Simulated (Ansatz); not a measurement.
GaSe (beta-GaS type, space group P6_3/mmc)

```yaml
crystal:
  lattice:
    - [3.76901, 0.00000, 0.00000]
    - [-1.88451, 3.26406, 0.00000]
    - [0.00000, 0.00000, 15.95971]
  atoms:
    - { symbol: Ga, position: [0.33333, 0.66667, 0.17345] }
    - { symbol: Ga, position: [0.66667, 0.33333, 0.67345] }
    - { symbol: Ga, position: [0.66667, 0.33333, 0.82655] }
    - { symbol: Ga, position: [0.33333, 0.66667, 0.32655] }
    - { symbol: Se, position: [0.33333, 0.66667, 0.59959] }
    - { symbol: Se, position: [0.66667, 0.33333, 0.09959] }
    - { symbol: Se, position: [0.66667, 0.33333, 0.40041] }
    - { symbol: Se, position: [0.33333, 0.66667, 0.90041] }
```

Equation-of-state scan: isotropic scaling of the cell above, V₀ being its volume. The atoms relax within the cell's symmetry.

These are PBE-D3(BJ) (plane waves to 420 eV, PAW, scalar-relativistic; Ansatz, an electronic-structure program) values and carry that method's errors. k mesh 10×10×2 (Γ-centred), Fermi-Dirac smearing 0.05 eV. The energy includes the smearing's −TS. Stress and pressure are positive under compression. With the shape held, the modulus is that of even scaling; a crystal free to change shape is softer. GaSe was relaxed with its symmetry unable to fall. ΔE is measured from the relaxed starting cell.

The scan covers V/V₀ from 0.940 to 1.060 in 11 points.

Problem. What pressure does the cell carry at V/V₀ = 0.940?

Solution. 2.53 GPa.

Problem. What is ΔE at V/V₀ = 1.060?

Solution. 8.3 meV/atom.

Problem. What is ΔE at V/V₀ = 0.940?

Solution. 10.9 meV/atom.

(Under strain, the slope of the energy per volume gives the stress and its curvature an elastic modulus.)
